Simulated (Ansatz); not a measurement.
Relaxed-ion elastic tensor of SiC in space group P-6m2 (No. 187; Si on 1a, C on 1f) in GPa (Voigt order), r²SCAN in the plane-wave PAW code Ansatz; density 3.71 g/cm³, 8.97 Å³ per atom.

```
  471   31.9   68.5    0.0    0.0    0.0
 31.9    471   68.5    0.0    0.0    0.0
 68.5   68.5    615    0.0    0.0    0.0
  0.0    0.0    0.0  -38.6    0.0    0.0
  0.0    0.0    0.0    0.0  -38.6    0.0
  0.0    0.0    0.0    0.0    0.0    219
```

Task: Is the crystal mechanically stable?

Result: No: the smallest eigenvalue of C is -38.6 GPa.

The cell is a constructed one: a structure type filled with these elements; neither database checked (COD, Materials Project) lists it. It is not the phase usual at ambient conditions (space group No. 186, 216). Symmetry was held in the r²SCAN relaxation. At this level the phase is mechanically unstable. As this level gives no gap, shear constants depend on the k-mesh and smearing (Fermi–Dirac, 0.1 eV here). On the denser mesh and wider smearing of the elastic run this cell carries a stress of 0.8 GPa.

Potentials: the later of the program's two PAW sets.
